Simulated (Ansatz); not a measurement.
MgO:
Space group Pm-3m (No. 221); a = 2.634 Å, b = 2.634 Å, c = 2.634 Å, α = 90.00°, β = 90.00°, γ = 90.00°

```tsv
atom	site	symmetry	x	y	z
Mg	1a	m-3m	0.0000	0.0000	0.0000
O	1b	m-3m	0.5000	0.5000	0.5000
```

Relaxed with PBEsol. Independent-particle spectrum: no excitons, no local fields, no scissors shift; 0.1 eV broadening; ε₁ of the summed bands alone.

### Question
Tabulate the dielectric function from DFT-PBEsol in the program Ansatz with PAW potentials.

### Answer


```tsv
E (eV)	ε₁ xx	ε₂ xx
0.0	3.79	0.00
0.5	3.80	0.00
1.0	3.84	0.00
1.5	3.90	0.00
2.0	3.99	0.00
2.5	4.13	0.00
3.0	4.37	0.00
3.5	5.01	0.17
4.0	4.96	0.90
4.5	4.85	1.25
5.0	4.75	1.56
5.5	4.64	1.84
6.0	4.51	2.10
6.5	4.37	2.36
7.0	4.23	2.65
7.5	3.67	3.45
8.0	2.79	2.52
8.5	3.12	1.65
9.0	4.36	1.21
9.5	6.67	1.68
10.0	7.05	6.20
10.5	1.05	8.56
11.0	0.57	5.39
11.5	0.99	7.65
12.0	-1.65	5.42
```

### Question
From ε at 3.7 eV (xx: 5.05 + 0.59i), find n, k, the normal reflectivity and the absorption coefficient.

### Answer
n = 2.25, k = 0.131, R = 15 %, α = 2kE/ħc = 49000 cm⁻¹.

With all bands, ε∞ without local fields is 3.92. DFPT, with local fields, gives 3.78.

This is a known high-pressure phase of the composition, computed here at zero pressure and temperature. Symmetry was held in the PBEsol relaxation. At this level the phase is dynamically unstable (imaginary phonons).

Potentials: the earlier of the program's two PAW sets. The files were generated under PBE; for other functionals the program regenerates the frozen cores, and for LDA and PBEsol the local potential too.
